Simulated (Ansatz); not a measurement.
Relaxed candidate structures of GaSb:

**A**
```cif
data_Ga2Sb2
_chemical_formula_sum 'Ga2 Sb2'
_space_group_name_H-M_alt 'P 1'
_space_group_IT_number 1
_cell_length_a 4.00039
_cell_length_b 4.00039
_cell_length_c 7.44807
_cell_angle_alpha 90.000
_cell_angle_beta 90.000
_cell_angle_gamma 90.000
loop_
_space_group_symop_operation_xyz
  'x, y, z'
loop_
_atom_site_label
_atom_site_type_symbol
_atom_site_fract_x
_atom_site_fract_y
_atom_site_fract_z
_atom_site_occupancy
Ga1 Ga 0.00000 0.50000 0.00000 1
Ga2 Ga 0.50000 0.00000 0.50000 1
Sb1 Sb 0.00000 0.00000 0.25000 1
Sb2 Sb 0.00000 0.00000 0.75000 1
```

**B**
```
GaSb
1.0
    1.98558    -3.43818     0.00000
    1.98558     3.43818     0.00000
    0.00000     0.00000     6.98444
Ga Sb
2 2
Cartesian
  1.98558   0.00000   3.49222
  1.98558   0.00000   0.00000
  1.98558  -2.29229   5.23833
  1.98558   2.29229   1.74611
```

**C**
```xyz
2
Lattice="2.9391 0.0000 0.0000 0.0000 3.3830 0.0000 0.0000 0.0000 4.8810" Properties=species:S:1:pos:R:3 pbc="T T T"
Ga     1.4696     0.0000     2.4405
Sb     1.4696     1.6915     0.0000
```

**D**
```cif
data_Ga2Sb2
_chemical_formula_sum 'Ga2 Sb2'
_space_group_name_H-M_alt 'P 1'
_space_group_IT_number 1
_cell_length_a 4.32076
_cell_length_b 4.32076
_cell_length_c 7.12964
_cell_angle_alpha 90.000
_cell_angle_beta 90.000
_cell_angle_gamma 120.000
loop_
_space_group_symop_operation_xyz
  'x, y, z'
loop_
_atom_site_label
_atom_site_type_symbol
_atom_site_fract_x
_atom_site_fract_y
_atom_site_fract_z
_atom_site_occupancy
Ga1 Ga 0.66667 0.33333 0.99952 1
Ga2 Ga 0.33333 0.66667 0.49952 1
Sb1 Sb 0.66667 0.33333 0.62567 1
Sb2 Sb 0.33333 0.66667 0.12568 1
```

Problem. Rank these by energy per atom (lowest first), as r2SCAN (plane waves to 500 eV, PAW, scalar-relativistic; Ansatz, a program for electronic structure) gives it.

Solution. D (reference), B (+0.31 eV/atom), C (+0.42 eV/atom), A (+0.55 eV/atom)

Problem. Give each candidate's band gap.

Solution. No gap: A, B, C. D: 0.40 eV (no spin-orbit coupling).

The lowest structure calculated, F-43m, cF8, zinc blende type, is not among these; it lies 0.01 eV/atom below the lowest of them. 1 run with a doubtful electronic state, a coarser numerical grid, an end not at rest or a source that can't be used is left out. 1 generated cell of layers, chains or molecules, poorly bound without dispersion, is left out. Each run could gain symmetry but not lose that of its start, so entries can be saddle points. All of these are generated cells (placed on structure types, drawn at random, substituted or restacked) that were not matched to a known phase here. Static energies at zero pressure. No spin polarisation in the result. Without spin-orbit coupling the bands of the heavy element are not split, so the gap can be far off.
